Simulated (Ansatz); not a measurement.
A (001) slab of Mg (R-3m (No. 166)), 4 planes, outer planes Mg (top) and Mg (bottom), with 4 atoms (Mg4) in a surface cell of A = 8.800 Å², as cut from the bulk:

```xyz
4
Lattice="3.1877 0.0000 0.0000 -1.5939 2.7607 0.0000 0.0000 0.0000 22.7085" Properties=species:S:1:pos:R:3 pbc="T T T"
Mg    1.5939    0.9202    7.5000
Mg    0.0000    1.8404   10.0741
Mg    1.5939    0.9202   12.6345
Mg    0.0000    1.8404   15.2085
```

These are results of DFT r2SCAN, scalar-relativistic, plane waves, PAW (Ansatz), not measurements. Cutoff 500 eV; k points 12×12×1 on the computed 4-atom cell (Γ-centred); Gaussian smearing, width 0.10 eV; no spin polarisation.

Against the same 4 atoms in the bulk, the slab as cut lies 0.684 eV higher and the relaxed slab 0.674 eV higher.

(1) Work out the surface energy before and after relaxation.

(2) What is the ideal work of this cut, per area?

## Answers

(1) The slab has two faces, so γ = (E_slab − N·E_bulk)/(2A), the mean of both. As cut: 0.684/(2 × 8.800) = 0.0389 eV/Å², and 1 eV/Å² = 16.02 J/m², so γ = 0.62 J/m². Relaxed: 0.674/(2 × 8.800) = 0.0383 eV/Å² = 0.61 J/m². Relaxation recovers 1.5 % of the cost of cutting.

(2) Griffith's ideal work is 2γ: 1.25 J/m² if the new faces stay rigid, 1.23 J/m² if they relax. One thickness was run, 4 planes, so γ can still shift with it.

The reference crystal is a form of Mg, which isn't its usual structure.